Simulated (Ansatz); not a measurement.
LaN:
```
CELL_PARAMETERS angstrom
      3.16595     0.00000     0.00000
      0.00000     3.16595     0.00000
      0.00000     0.00000     3.16595
ATOMIC_POSITIONS crystal
  La 0.00000 0.00000 0.00000
  N  0.50000 0.50000 0.50000
```

This is the r²SCAN-relaxed structure.

Question: All from plane-wave PAW r²SCAN (Ansatz code), unless another level is named. Estimate the electronic character.

Answer: metallic (no gap).

Question: Next, the density of states at the Fermi level?

Answer: 0.08 states/eV per atom (mean over ±0.08 eV).

Question: And the formation energy from the elements (no fitted shifts)?

Answer: -0.92 eV/atom.

Question: What about the gap with spin–orbit coupling?

Answer: none (metallic).

Space group Pm-3m (CsCl type). The start of the workflow was typed in or built on a structure type; neither database checked (COD, Materials Project) lists it. COD files the formula under space group No. 225, so this cell is another polymorph or a model. Whether it is the stable phase at ambient conditions was not checked. The cell was relaxed with r²SCAN under the symmetry of its start. At this level the phase is mechanically unstable. The references are the lowest solids computed at this level, not always the standard phases (solids in place of the gases). Spin–orbit coupling is left out wherever it is not named.

Potentials: the earlier of the program's two PAW sets.
